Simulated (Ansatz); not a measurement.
**Si4NiPt3 (P4mm)**

Computed with Ansatz 0.2.0, DFT PBE, scalar-relativistic, plane waves, PAW.

Plane waves to 420 eV, a k mesh through Γ of 8×8×8 on the computed 8-atom cell and Gaussian smearing (0.10 eV); no spin polarisation.

The structure is relaxed at this level of theory with its symmetry kept, and needn't be the ground state of this composition.

Space group P4mm (No. 99), tetragonal, a = 4.785 Å, c = 4.943 Å. Si on a site of symmetry 4mm has 1 Ni at 2.34 Å, 4 Pt at 2.56 Å, 1 Ni at 2.60 Å and 4 Si at 2.85 Å; Si on a second site of symmetry 4mm is surrounded by 6 Pt at 2.42–2.52 Å and 4 Si at 2.91 Å; around Si on a site of symmetry 2mm lie 4 Pt at 2.45–2.51 Å, 2 Ni at 2.52 Å and 4 Si at 2.85–2.91 Å; Ni is surrounded by 1 Si at 2.34 Å, 5 Si at 2.52–2.60 Å and 4 Pt at 2.93 Å; Pt on a site of symmetry 4mm is surrounded by 6 Si at 2.42–2.52 Å; Pt on a site of symmetry 2mm is surrounded by 6 Si at 2.45–2.56 Å and 2 Ni at 2.93 Å.

| Item | Value |
| --- | --- |
| Volume per atom | 14.14 Å³ |
| Formation energy from the elements' standard states (uncorrected) | -0.533 eV/atom |
| Kohn–Sham band gap | none (metal) |
| Density of states at the Fermi level | 1.4 states/eV per cell |
| Orbital (Löwdin) character within 0.5 eV of the Fermi level | Si 3p 38 %, Pt 5d 22 %, Ni 3d 16 %, Si 3s 13 %, unprojected 5 % |
| Bader charge by site (e) | Si (1 in the cell) 0.71, Si (1 in the cell) 1.13, Si (2 in the cell) 0.85, Ni (1 in the cell) -0.18, Pt (1 in the cell) -1.14, Pt (2 in the cell) -1.11 |

Spin-orbit coupling is left out, which matters for the bands of heavy elements. Spin polarisation was left out, and a magnetic state may lie lower.

The cell was found from a structure generator's guess, not taken from experiment. Löwdin shares on free-atom orbitals overweight diffuse shells.
